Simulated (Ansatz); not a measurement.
TiC (NiAs type, P6_3/mmc) at seven volumes, DFT-PBE in the program Ansatz with PAW potentials, shape and atoms relaxed at each. One row is withheld.

```
V (Å³/atom)  P (GPa)
-----------  -------
9.808          25.91
10.131         15.93
10.454          7.36
10.778         -0.01
11.101         -6.34
11.424        -11.79
11.748             ?
```

Question: Fit the shown pressures and predict the withheld one.

Answer: P = (3/2)B₀(x^(7/2) − x^(5/2))[1 + (3/4)(B′ − 4)(x − 1)] with x = (V₀/V)^(2/3). Least squares on the six rows gives V₀ = 10.777 Å³/atom, B₀ = 227 GPa, B′ = 4.02. At V = 11.748, x = 0.9441 and P = -16.47 GPa. The run itself gave -16.47 GPa.

A made-up cell: these elements were put on the sites of a structure type; neither database checked (COD, Materials Project) lists it. It is not the phase usual at ambient conditions (space group No. 225). The PBE relaxation kept the symmetry of its start; its stability against distortions is not shown here. No spin polarisation was allowed.

Potentials: the later of the program's two PAW sets.
